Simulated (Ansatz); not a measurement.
Cs (bcc (W type)) was relaxed and computed twice in Ansatz (plane waves, PAW), once with PBE+D3(BJ) and once with r²SCAN+D4.

|  | run 1 | run 2 |
|---|---|---|
| cell | a = b = c = 6.0401 Å, α = β = γ = 90.00° | a = 6.2437 Å, b = 6.2437 Å, c = 6.2437 Å, α = 90.00°, β = 90.00°, γ = 90.00° |

Which run used which functional?

Run 1 is PBE+D3(BJ), run 2 is r²SCAN+D4.

All cells were relaxed under the symmetry of their starts (and spin orders); stability against distortions was not tested throughout. Scalar-relativistic: spin–orbit coupling is off unless named, which matters more the heavier the elements.

Potentials: the later of the program's two PAW sets.

Ansatz (an electronic-structure program) is a plane-wave DFT program.
